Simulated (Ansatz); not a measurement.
Zn$_{2}$InGaO$_{5}$:
```cif
data_Ga2In2O10Zn4
_chemical_formula_sum 'Zn4 In2 Ga2 O10'
_space_group_name_H-M_alt 'P63/mmc'
_space_group_IT_number 194
_space_group_name_Hall '-P 6c 2c'
_cell_length_a 3.29969
_cell_length_b 3.29969
_cell_length_c 22.37348
_cell_angle_alpha 90.000
_cell_angle_beta 90.000
_cell_angle_gamma 120.000
loop_
_atom_site_label
_atom_site_type_symbol
_atom_site_symmetry_multiplicity
_atom_site_Wyckoff_symbol
_atom_site_fract_x
_atom_site_fract_y
_atom_site_fract_z
_atom_site_occupancy
Zn1 Zn 4 f 0.66667 0.33333 0.13567 1
In1 In 2 a 0.00000 0.00000 0.00000 1
Ga1 Ga 2 b 0.00000 0.00000 0.25000 1
O1 O 4 f 0.66667 0.33333 0.04819 1
O2 O 4 e 0.00000 0.00000 0.16229 1
O3 O 2 d 0.66667 0.33333 0.25000 1
```

Relaxed with r²SCAN. DFT-r²SCAN in the program Ansatz with PAW potentials gives a gap of 1.82 eV.

Task: What gap does HSE06 give on the same cell (Ansatz, PAW)?

Result: 3.06 eV, 1.24 eV more. The hybrid was solved on a coarser mesh and at special points; the gap given is the minimum over both.

| k | v1 r²SCAN | c1 r²SCAN | v1 HSE06 | c1 HSE06 |
|---|---|---|---|---|
| Γ | 0.00 | 1.82 | 0.00 | 3.06 |
| A | 0.00 | 2.13 | ? | ? |
| K | -0.28 | 7.44 | ? | ? |
| M | -0.33 | 6.15 | ? | ? |
| L | -0.34 | 6.20 | ? | ? |

Task: Top valence (v1) and lowest conduction level (c1) in eV from each method's valence maximum (which need not be a listed point): supply the withheld HSE06 values.

Result: 
- M, v1 HSE06: -0.19
- M, c1 HSE06: 7.45
- L, v1 HSE06: -0.19
- L, c1 HSE06: 7.51
- K, v1 HSE06: -0.24
- K, c1 HSE06: 8.86
- A, v1 HSE06: 0.00
- A, c1 HSE06: 3.34

Cost on shared cores: the r²SCAN run (SCF on a 10×10×2 mesh, then bands and DOS) around 7 core-minutes (rough), the HSE06 run (SCF on 6×6×1, then a few points) about 17 core-minutes (a rough figure); the tasks are unlike.

Space group P6_3/mmc. The workflow started from a Materials Project entry (that database holds measured and hypothetical structures alike); the Crystallography Open Database copy checked does not list it. Its standing as an ambient phase is unchecked. Symmetry was held in the r²SCAN relaxation; its stability against distortions is not shown here. Spin–orbit coupling is left out wherever it is not named.

Potentials: the later of the program's two PAW sets.
